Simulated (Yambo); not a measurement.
A BSE run in Yambo for RbCaH₃ (cubic perovskite, space group Pm-3m, No. 221) (LDA bands; 8×8×8 mesh, 3 valence and 9 conduction bands, static screening with 45 bands and a 3 Ry block, scissor 2.72 eV, Tamm-Dancoff; field along x) gives:

```json
[
 {"state": "1", "energy (eV)": "5.06", "states within 2 meV": "3", "relative strength": "< 0.01", "class": "dark"},
 {"state": "2", "energy (eV)": "5.13", "states within 2 meV": "3", "relative strength": "1.00", "class": "strong"},
 {"state": "3", "energy (eV)": "5.39", "states within 2 meV": "3", "relative strength": "< 0.01", "class": "dark"},
 {"state": "4", "energy (eV)": "5.42", "states within 2 meV": "3", "relative strength": "0.27", "class": "strong"},
 {"state": "5", "energy (eV)": "5.49", "states within 2 meV": "3", "relative strength": "< 0.01", "class": "dark"}
]
```

Question: What changes when the screening block is changed to 1 Ry?

Answer: The lowest state goes from 5.057 eV to 5.170 eV, and its distance below the direct gap from 0.579 eV to 0.465 eV. These are vertical excitations (zero momentum). The scissor comes from a G0W0 run whose convergence isn't established.

Geometry of the Materials Project entry, not relaxed at this level; primitive cell a = b = c = 4.521 Å, α = β = γ = 90.00°.
